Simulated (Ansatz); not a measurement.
Polymorphs of Y, each relaxed with r²SCAN (plane waves, PAW; program Ansatz):

A: bcc (W type) (Im-3m)
a = b = c = 4.066 Å, α = β = γ = 90.00°

```
atom  site  symmetry       x       y       z
----  ----  --------  ------  ------  ------
Y       2a      m-3m  0.0000  0.0000  0.0000
```

B: diamond (Fd-3m)
a = b = c = 6.9130 Å, α = β = γ = 90.00°

```tsv
atom	site	symmetry	x	y	z
Y	8b	-43m	0.5000	0.5000	0.5000
```

**Question.** Rank these by energy per atom at 0 K (lowest first), as r²SCAN gives it.

**Answer.** A (+0 meV/atom), B (+2025 meV/atom)

Typed or built starts, not in the databases checked: A; B. Not the usual ambient phase: A; B. Unstable at this level: B. All cells were relaxed under the symmetry of their starts (and spin orders); stability against distortions was not tested throughout. Rows with no word on spin ran without spin polarisation. Scalar-relativistic: spin–orbit coupling is off unless named, which matters more the heavier the elements.

Energies hold the estimated change up to a 700 eV cutoff; steps of a few meV lie near the error of the meshes.

Potentials: the earlier of the program's two PAW sets.
